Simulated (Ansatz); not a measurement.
## CoO: anisotropy from total energies

Theory: Ansatz, DFT PBEsol, spin-orbit coupling, plane waves, PAW.

```yaml
crystal:
  lattice:
    - [0.00000, 2.17448, 2.17448]
    - [2.17448, 0.00000, 2.17448]
    - [2.17448, 2.17448, 0.00000]
  atoms:
    - { symbol: Co, position: [0.00000, 0.00000, 0.00000] }
    - { symbol: O, position: [0.25000, 0.25000, 0.25000] }
```

```json
{"plane-wave cutoff": "420 eV", "Γ-centred k-mesh": "16×16×16", "occupation rule": "Gaussian smearing, 0.1 eV", "list of starting moments (μB, in atom order)": "3 0", "check for lower electronic states after the SCF": "on"}
```

The moments start along each conventional axis in turn. Free energies count from the first axis and are rough on this mesh. The states are those that the runs reached from these starts; a lower one can exist.

```
 axis Cartesian direction  ΔF (meV/cell) site spin moments along the axis, as the non-collinear run integrates them (μB)
    c    0.000 1.000 0.000          0.000                                                                Co +1.61, O +0.51
a+b+c   0.577 0.577 -0.577          0.002                                                                Co +1.61, O +0.51
```

This zinc-blende form isn't the usual stable structure of the compound.

Cost: 2 runs of about 5 core-minutes in all, on Intel Xeon Platinum 8488C (Sapphire Rapids) (shared hosts).